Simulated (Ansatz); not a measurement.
The relaxed structure here is a generated cell of TiB2: the first start was made by placing the elements on the sites of a structure type, and the end was not matched to a known phase here, so it may be hypothetical. Known forms of TiB2 include space group No. 191.

One starting cell of TiB$_{2}$ (a generated cell, TiB2 built in the CrSi2 structure type) was relaxed twice with Ansatz (plane waves, PAW, scalar-relativistic): with r2SCAN at 500 eV and with PBE at 420 eV. The r2SCAN result:

```cif
data_B6Ti3
_chemical_formula_sum 'Ti3 B6'
_space_group_name_H-M_alt 'P 1'
_space_group_IT_number 1
_cell_length_a 4.23057
_cell_length_b 4.23057
_cell_length_c 5.93369
_cell_angle_alpha 90.000
_cell_angle_beta 90.000
_cell_angle_gamma 120.000
loop_
_space_group_symop_operation_xyz
  'x, y, z'
loop_
_atom_site_label
_atom_site_type_symbol
_atom_site_fract_x
_atom_site_fract_y
_atom_site_fract_z
_atom_site_occupancy
Ti1 Ti 0.50000 0.00000 0.50000 1
Ti2 Ti 0.50000 0.50000 0.83333 1
Ti3 Ti 0.00000 0.50000 0.16667 1
B1 B 0.20709 0.41417 0.50000 1
B2 B 0.79291 0.20709 0.83333 1
B3 B 0.58583 0.79291 0.16667 1
B4 B 0.79291 0.58583 0.50000 1
B5 B 0.20709 0.79291 0.83333 1
B6 B 0.41417 0.20709 0.16667 1
```

```
quantity                          r2SCAN    PBE
--------------------------------  ------  -----
space group                        P6₂22  P6₂22
volume (Å³/atom)                   10.22    [?]
a (Å)                              4.231    [?]
c (Å)                              5.934    [?]
gap (eV, no spin-orbit coupling)    0.00    [?]
```

### Question
Fill in the PBE column.

### Answer

- volume (Å³/atom), PBE: 10.18
- a (Å), PBE: 4.219
- c (Å), PBE: 5.947
- gap (eV, no spin-orbit coupling), PBE: 0.00

Both levels end in the same structure; PBE's volume is within 0.5 % of r2SCAN's. Neither column is exact.

No spin polarisation in the result.

The run could not lose the symmetry of its start: the end is stationary, and may be a saddle point rather than a minimum.

Ansatz is a quantum-chemistry and plane-wave program.
